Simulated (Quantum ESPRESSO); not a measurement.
Hf4Zr2TaRu, one run as intended and one with a planted mistake

Computed values, not a measurement. The program is pw.x of Quantum ESPRESSO 7.5 (plane-wave density functional theory). The cell is made up: eight metal atoms on a hexagonal close-packed lattice, with elements, volume, strain and displacements drawn at random and not relaxed, so it may be unstable or far from any real phase. PseudoDojo standard norm-conserving files set the functional (PBE unless stated); there is no spin polarisation or spin-orbit coupling, the Fermi-Dirac width of 0.25 eV means electrons at about 2900 K, and the masses in the input are unused placeholders. Heavy elements are run without spin-orbit coupling, which real alloys of them have. A spin test at this wide smearing found no moment, but such smearing suppresses magnetism that the real alloy may have.

Intended input:

```
&control calculation='scf', pseudo_dir='./dojo.nc.sr.pbe.v0_5.standard.upf', outdir='./o', disk_io='minimal', tprnfor=.true., tstress=.true. /
&system ibrav=0, nat=8, ntyp=4, nbnd=69, ecutwfc=84.00895049, nosym=.true., tot_charge=0,
 occupations='smearing', smearing='fd', degauss=0.0183746611
/
&electrons conv_thr=1.470e-08, electron_maxstep=70, mixing_beta=0.5 /
ATOMIC_SPECIES
Hf 1.0 Hf.upf
Ru 1.0 Ru.upf
Ta 1.0 Ta.upf
Zr 1.0 Zr.upf
CELL_PARAMETERS angstrom
3.1777 0.0 0.0
1.5888 -2.7519 -5.0987
1.5888 8.2558 -5.0987
ATOMIC_POSITIONS angstrom
Hf 0.0261 -0.0285 0.0053
Hf 1.5906 2.72 -5.0696
Zr 1.6373 -0.829 -2.5135
Hf 3.1889 1.8073 -7.672
Ta 3.2062 5.4685 -5.1577
Ru 3.1719 0.0126 -5.1221
Zr 3.2139 1.8304 -2.5292
Hf 4.7545 4.5633 -7.6541
K_POINTS automatic
8 4 3 1 1 1
```

The log is shortened where brackets say so; the opening notice, blank lines, dates and the lines on written files are dropped, and the path of the files is cut. It prints rydbergs, bohrs and kilobars, and counts compression as positive stress. Its total energy is the free energy E - TS of the whole cell.

Log of the intended run:

```
     Program PWSCF v.7.5
     Parallel version (MPI & OpenMP), running on       4 processor cores
     Number of MPI processes:                 4
     Threads/MPI process:                     1
     [start-up lines left out]
     bravais-lattice index     =            0
     lattice parameter (alat)  =       6.0050  a.u.
     unit-cell volume          =    1203.5539 (a.u.)^3
     number of atoms/cell      =            8
     number of atomic types    =            4
     number of electrons       =       101.00
     number of Kohn-Sham states=           69
     kinetic-energy cutoff     =      84.0090  Ry
     charge density cutoff     =     336.0358  Ry
     scf convergence threshold =      1.5E-08
     mixing beta               =       0.5000
     number of iterations used =            8  plain     mixing
     Exchange-correlation= PBE
                           (   1   4   3   4   0   0   0)
     [axes and pseudopotential details left out]
   Cartesian axes
     site n.     atom                  positions (alat units)
         1        Hf     tau(   1) = (   0.0082135  -0.0089688   0.0016679  )
         2        Hf     tau(   2) = (   0.5005507   0.8559650  -1.5953677  )
         3        Zr     tau(   3) = (   0.5152469  -0.2608805  -0.7909809  )
         4        Hf     tau(   4) = (   1.0035246   0.5687447  -2.4143248  )
         5        Ta     tau(   5) = (   1.0089688   1.7208988  -1.6230922  )
         6        Ru     tau(   6) = (   0.9981748   0.0039651  -1.6118891  )
         7        Zr     tau(   7) = (   1.0113919   0.5760141  -0.7959216  )
         8        Hf     tau(   8) = (   1.4962079   1.4360386  -2.4086918  )
     number of k points=    48  Fermi-Dirac smearing, width (Ry)=  0.0184
                       cart. coord. in units 2pi/alat
        k(    1) = (   0.0625000   0.0120283  -0.0649211), wk =   0.0416667
        k(    2) = (   0.0625000  -0.1804248   0.0389508), wk =   0.0416667
     [further k points left out]
     Dense  grid:   125195 G-vectors     FFT dimensions: (  36,  72, 120)
     Estimated max dynamical RAM per process >     431.32 MB
     Estimated total dynamical RAM >       1.60 GB
     Initial potential from superposition of free atoms
     starting charge     100.9862, renormalised to     101.0000
     Starting wfcs are   80 randomized atomic wfcs
     total cpu time spent up to now is        6.6 secs
     per-process dynamical memory:   338.1 Mb
     Self-consistent Calculation
     iteration #  1     ecut=    84.01 Ry     beta= 0.50
     Davidson diagonalization with overlap
     ethr =  1.00E-02,  avg # of iterations =  2.6
     total cpu time spent up to now is       19.7 secs
     total energy              =    -985.11070296 Ry
     estimated scf accuracy    <       1.72312988 Ry
     iteration #  2     ecut=    84.01 Ry     beta= 0.50
     Davidson diagonalization with overlap
     ethr =  1.71E-03,  avg # of iterations =  5.2
     total cpu time spent up to now is       35.3 secs
     total energy              =    -984.90829519 Ry
     estimated scf accuracy    <      19.77539663 Ry
     [iterations 3 to 18 left out]
     iteration # 19     ecut=    84.01 Ry     beta= 0.50
     Davidson diagonalization with overlap
     ethr =  3.63E-11,  avg # of iterations =  5.0
     total cpu time spent up to now is      245.9 secs
     total energy              =    -986.16247011 Ry
     estimated scf accuracy    <       0.00000002 Ry
     iteration # 20     ecut=    84.01 Ry     beta= 0.50
     Davidson diagonalization with overlap
     ethr =  1.68E-11,  avg # of iterations =  2.0
     total cpu time spent up to now is      257.5 secs
     End of self-consistent calculation
     [lines on levels left out]
!    total energy              =    -986.16247011 Ry
     estimated scf accuracy    <          8.9E-10 Ry
     smearing contrib. (-TS)   =      -0.15862871 Ry
     internal energy E=F+TS    =    -986.00384140 Ry
     The total energy is F=E-TS. E is the sum of the following terms:
     one-electron contribution =    -222.82814904 Ry
     hartree contribution      =     148.15216822 Ry
     xc contribution           =    -217.34464500 Ry
     ewald contribution        =    -693.98321558 Ry
     convergence has been achieved in  20 iterations
     Forces acting on atoms (cartesian axes, Ry/au):
     atom    1 type  1   force =    -0.00118576    0.01541569    0.00809776
     atom    2 type  1   force =     0.00315182   -0.03251250   -0.01330945
     atom    3 type  4   force =    -0.00196429   -0.01613439   -0.04446151
     atom    4 type  1   force =     0.00016508    0.00235092   -0.00193233
     atom    5 type  3   force =    -0.00190683    0.00543508    0.01342810
     atom    6 type  2   force =    -0.00009351    0.01438984   -0.00173292
     atom    7 type  4   force =    -0.00200269    0.01384341    0.02970805
     atom    8 type  1   force =     0.00383616   -0.00278804    0.01020231
     Total force =     0.073671     Total SCF correction =     0.000122
     Computing stress (Cartesian axis) and pressure
          total   stress  (Ry/bohr**3)                   (kbar)     P=      -65.40
  -0.00031194   0.00000325   0.00000074          -45.89        0.48        0.11
   0.00000325  -0.00062596  -0.00000401            0.48      -92.08       -0.59
   0.00000074  -0.00000401  -0.00039577            0.11       -0.59      -58.22
     init_run     :      6.28s CPU      6.47s WALL (       1 calls)
     electrons    :    245.29s CPU    250.95s WALL (       1 calls)
     forces       :      2.59s CPU      2.65s WALL (       1 calls)
     stress       :      8.85s CPU      9.10s WALL (       1 calls)
     [timing details left out]
     PWSCF        :   4m23.14s CPU   4m29.36s WALL
     JOB DONE.
```

A second run has one planted mistake: one coordinate of one atom is wrong. The input lines that differ:

```
- Ta 3.2062 5.4685 -5.1577
+ Ta 3.2062 5.4685 -5.0177
```

Its log:

```
     Program PWSCF v.7.5
     Parallel version (MPI & OpenMP), running on       4 processor cores
     Number of MPI processes:                 4
     Threads/MPI process:                     1
     [start-up lines left out]
     bravais-lattice index     =            0
     lattice parameter (alat)  =       6.0050  a.u.
     unit-cell volume          =    1203.5539 (a.u.)^3
     number of atoms/cell      =            8
     number of atomic types    =            4
     number of electrons       =       101.00
     number of Kohn-Sham states=           69
     kinetic-energy cutoff     =      84.0090  Ry
     charge density cutoff     =     336.0358  Ry
     scf convergence threshold =      1.5E-08
     mixing beta               =       0.5000
     number of iterations used =            8  plain     mixing
     Exchange-correlation= PBE
                           (   1   4   3   4   0   0   0)
     [axes and pseudopotential details left out]
   Cartesian axes
     site n.     atom                  positions (alat units)
         1        Hf     tau(   1) = (   0.0082135  -0.0089688   0.0016679  )
         2        Hf     tau(   2) = (   0.5005507   0.8559650  -1.5953677  )
         3        Zr     tau(   3) = (   0.5152469  -0.2608805  -0.7909809  )
         4        Hf     tau(   4) = (   1.0035246   0.5687447  -2.4143248  )
         5        Ta     tau(   5) = (   1.0089688   1.7208988  -1.5790352  )
         6        Ru     tau(   6) = (   0.9981748   0.0039651  -1.6118891  )
         7        Zr     tau(   7) = (   1.0113919   0.5760141  -0.7959216  )
         8        Hf     tau(   8) = (   1.4962079   1.4360386  -2.4086918  )
     number of k points=    48  Fermi-Dirac smearing, width (Ry)=  0.0184
                       cart. coord. in units 2pi/alat
        k(    1) = (   0.0625000   0.0120283  -0.0649211), wk =   0.0416667
        k(    2) = (   0.0625000  -0.1804248   0.0389508), wk =   0.0416667
     [further k points left out]
     Dense  grid:   125195 G-vectors     FFT dimensions: (  36,  72, 120)
     Estimated max dynamical RAM per process >     431.32 MB
     Estimated total dynamical RAM >       1.60 GB
     Initial potential from superposition of free atoms
     starting charge     100.9862, renormalised to     101.0000
     Starting wfcs are   80 randomized atomic wfcs
     total cpu time spent up to now is        8.0 secs
     per-process dynamical memory:   338.1 Mb
     Self-consistent Calculation
     iteration #  1     ecut=    84.01 Ry     beta= 0.50
     Davidson diagonalization with overlap
     ethr =  1.00E-02,  avg # of iterations =  2.6
     total cpu time spent up to now is       24.1 secs
     total energy              =    -985.12714542 Ry
     estimated scf accuracy    <       1.70069888 Ry
     iteration #  2     ecut=    84.01 Ry     beta= 0.50
     Davidson diagonalization with overlap
     ethr =  1.68E-03,  avg # of iterations =  4.8
     total cpu time spent up to now is       43.1 secs
     total energy              =    -985.06085033 Ry
     estimated scf accuracy    <      17.69627799 Ry
     [iterations 3 to 18 left out]
     iteration # 19     ecut=    84.01 Ry     beta= 0.50
     Davidson diagonalization with overlap
     ethr =  5.96E-11,  avg # of iterations =  3.5
     total cpu time spent up to now is      300.7 secs
     total energy              =    -986.16237461 Ry
     estimated scf accuracy    <       0.00000002 Ry
     iteration # 20     ecut=    84.01 Ry     beta= 0.50
     Davidson diagonalization with overlap
     ethr =  2.43E-11,  avg # of iterations =  2.2
     total cpu time spent up to now is      314.9 secs
     End of self-consistent calculation
     [lines on levels left out]
!    total energy              =    -986.16237461 Ry
     estimated scf accuracy    <          3.8E-09 Ry
     smearing contrib. (-TS)   =      -0.15845758 Ry
     internal energy E=F+TS    =    -986.00391703 Ry
     The total energy is F=E-TS. E is the sum of the following terms:
     one-electron contribution =    -223.39656705 Ry
     hartree contribution      =     148.43954361 Ry
     xc contribution           =    -217.35004136 Ry
     ewald contribution        =    -693.69685223 Ry
     convergence has been achieved in  20 iterations
     Forces acting on atoms (cartesian axes, Ry/au):
     atom    1 type  1   force =    -0.00112171    0.01451511    0.01291803
     atom    2 type  1   force =     0.00301603   -0.03263720   -0.00927930
     atom    3 type  4   force =    -0.00227608   -0.01689297   -0.04299410
     atom    4 type  1   force =     0.00054470    0.00005172    0.00647257
     atom    5 type  3   force =    -0.00144755    0.00647052   -0.01447432
     atom    6 type  2   force =    -0.00009740    0.01413412   -0.00185435
     atom    7 type  4   force =    -0.00202578    0.01252330    0.02814298
     atom    8 type  1   force =     0.00340779    0.00183540    0.02106849
     Total force =     0.074759     Total SCF correction =     0.000230
     Computing stress (Cartesian axis) and pressure
          total   stress  (Ry/bohr**3)                   (kbar)     P=      -64.50
  -0.00030750   0.00000224   0.00000281          -45.24        0.33        0.41
   0.00000224  -0.00062411  -0.00000529            0.33      -91.81       -0.78
   0.00000281  -0.00000529  -0.00038381            0.41       -0.78      -56.46
     init_run     :      7.29s CPU      7.55s WALL (       1 calls)
     electrons    :    300.42s CPU    306.93s WALL (       1 calls)
     forces       :      3.01s CPU      3.08s WALL (       1 calls)
     stress       :     10.82s CPU     11.18s WALL (       1 calls)
     [timing details left out]
     PWSCF        :   5m21.98s CPU   5m29.27s WALL
     JOB DONE.
```

|  | intended run | run with the mistake |
| --- | --- | --- |
| free energy (eV) | -13417.424 | -13417.423 |
| entropy term -TS, part of it (eV) | -2.158 | -2.156 |
| pressure (GPa) | -6.54 | -6.45 |
| size of the largest force component (eV/Å) | 1.143 | 1.105 |
| largest change of a force component (eV/Å) |  | 0.717 |
| iterations | 20 | 20 |

For scale, a rerun of the intended cell at a higher cutoff and on a denser mesh moved values by no more than 0.002 eV in energy, 0.03 GPa in stress and 0.003 eV/Å in force, and a second program with other atomic files agreed on that cell to 2 % rms in force and 0.5 GPa in pressure.